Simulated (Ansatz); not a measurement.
C (diamond), conventional cell a = b = c = 3.560 Å, α = β = γ = 90.00°. The calculation uses the primitive cell of 2 atoms, to which meshes and values per cell refer.

Grid over V/V₀ and (c/a)/(c/a)₀, subscript 0 meaning the relaxed cell; the conventional c axis lies along z; no internal relaxation.

Calculation: r2SCAN (plane waves to 500 eV, PAW, scalar-relativistic; Ansatz, a first-principles code). k mesh 16×16×16 (Γ-centred), Fermi-Dirac smearing 0.05 eV. Compression counts positive. C was relaxed with its symmetry unable to fall. 

```tsv
P (GPa)	V/V₀ = 0.920	V/V₀ = 0.960	V/V₀ = 1.000	V/V₀ = 1.040	V/V₀ = 1.080
(c/a)/(c/a)₀ = 0.880	43.9	20.2	0.5	[?]	-29.4
(c/a)/(c/a)₀ = 0.940	43.8	19.9	0.1	-16.3	-29.9
(c/a)/(c/a)₀ = 1.000	43.7	19.8	0.0	-16.4	-30.1
(c/a)/(c/a)₀ = 1.060	43.8	19.9	0.2	-16.3	-29.9
(c/a)/(c/a)₀ = 1.120	44.1	20.3	0.6	[?]	-29.3
```

Question: Some entries are withheld; supply them.

Answer: 
- (c/a)/(c/a)₀ = 0.880, V/V₀ = 1.040: -15.8
- (c/a)/(c/a)₀ = 1.120, V/V₀ = 1.040: -15.7

(A scan under strain: stresses follow from slopes of the energy per volume, elastic moduli from its curvatures.)
